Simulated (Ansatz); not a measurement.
The relaxed structure here is a generated cell of Hf3N4: the first start was made by placing the elements on the sites of a structure type, and the end was not matched to a known phase here, so it may be hypothetical.

One starting cell of Hf$_{3}$N$_{4}$ (a generated cell, Hf3N4 built in the beta-Si3N4 structure type) was relaxed twice with Ansatz (plane waves, PAW, scalar-relativistic): with r2SCAN at 500 eV and with PBE at 420 eV. The r2SCAN result:

```yaml
crystal:
  lattice:
    - [8.70471, 0.00000, 0.00000]
    - [-4.35236, 7.53850, 0.00000]
    - [0.00000, 0.00000, 3.54963]
  atoms:
    - { symbol: Hf, position: [0.84720, 0.59465, 0.75000] }
    - { symbol: Hf, position: [0.74745, 0.15280, 0.75000] }
    - { symbol: Hf, position: [0.40535, 0.25255, 0.75000] }
    - { symbol: Hf, position: [0.15280, 0.40535, 0.25000] }
    - { symbol: Hf, position: [0.25255, 0.84720, 0.25000] }
    - { symbol: Hf, position: [0.59465, 0.74745, 0.25000] }
    - { symbol: N, position: [0.67324, 0.68670, 0.75000] }
    - { symbol: N, position: [0.01347, 0.32676, 0.75000] }
    - { symbol: N, position: [0.31330, 0.98653, 0.75000] }
    - { symbol: N, position: [0.32676, 0.31330, 0.25000] }
    - { symbol: N, position: [0.98653, 0.67324, 0.25000] }
    - { symbol: N, position: [0.68670, 0.01347, 0.25000] }
    - { symbol: N, position: [0.66667, 0.33333, 0.75000] }
    - { symbol: N, position: [0.33333, 0.66667, 0.25000] }
```

```tsv
quantity	r2SCAN	PBE
space group	P6₃/m	P6₃/m
volume (Å³/atom)	16.64	16.97
a (Å)	8.705	8.774
c (Å)	3.550	3.563
gap (eV, no spin-orbit coupling)	2.89	2.51
```

Both levels end in the same structure; PBE's volume is 2.0 % larger; its gap is 0.38 eV smaller. Neither column is exact.

No spin polarisation in the result.

The run could not lose the symmetry of its start, so the end can be a saddle point.

Ansatz is a program for electronic structure.
